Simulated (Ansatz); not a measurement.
FeBiO₃ in space group P4mm (No. 99; Fe on 1a, Bi on 1b, O on 1a, O on 2c), the program Ansatz at the PBEsol level (PAW). The conduction-band minimum lies at Γ, with 1 equivalent valley. Second derivatives d²E/dk² of the lowest band at one valley (eV·Å²), along Cartesian directions:

| direction | d²E/dk² |
|---|---|
| [100] | 4.717 |
| [010] | 4.717 |
| [001] | 6.049 |
| [110] | 4.718 |
| [101] | 5.384 |
| [011] | 5.384 |

**Question.** Find the principal effective masses, the density-of-states mass and the conductivity mass.

**Answer.** Off-diagonal terms follow from H_xy = H[110] − (H_xx + H_yy)/2, and m*/mₑ = 7.620 eV·Å² over each eigenvalue: 1.3, 1.6, 1.6. One valley's DOS mass (m₁m₂m₃)^(1/3) = 1.5, conductivity mass 3/(Σ 1/mᵢ) = 1.5 mₑ.

**Question.** What effective density of states Nc follows at 300 K for parabolic valleys?

**Answer.** Nc = 2.509e19 × 1 × (1.5)^(3/2) ≈ 4.6e19 cm⁻³.

The first step of the workflow began from a Materials Project structure, measured or hypothetical; the Crystallography Open Database copy checked does not list it. It is not the phase usual at ambient conditions (space group No. 161). The cell was relaxed with PBEsol under the symmetry of its start, as lowered by the spin order; whether a distortion lowers the energy is not shown. Magnetic state: antiferromagnetic, chosen from 5 collinear starts compared on coarse meshes (ties went to the first, and starts can fall back to one state), not a proven ground state. No Hubbard U is applied. A crystal of weakly bound layers computed without a dispersion correction: the cell and the soft elastic constants depend strongly on that. Point labels and valley counts follow the cell and symmetry of the run, lower than the named group. Spin–orbit coupling is left out wherever it is not named.

Potentials: the later of the program's two PAW sets.

Edges and masses are those of Kohn–Sham bands, whose gap is no quasiparticle gap.
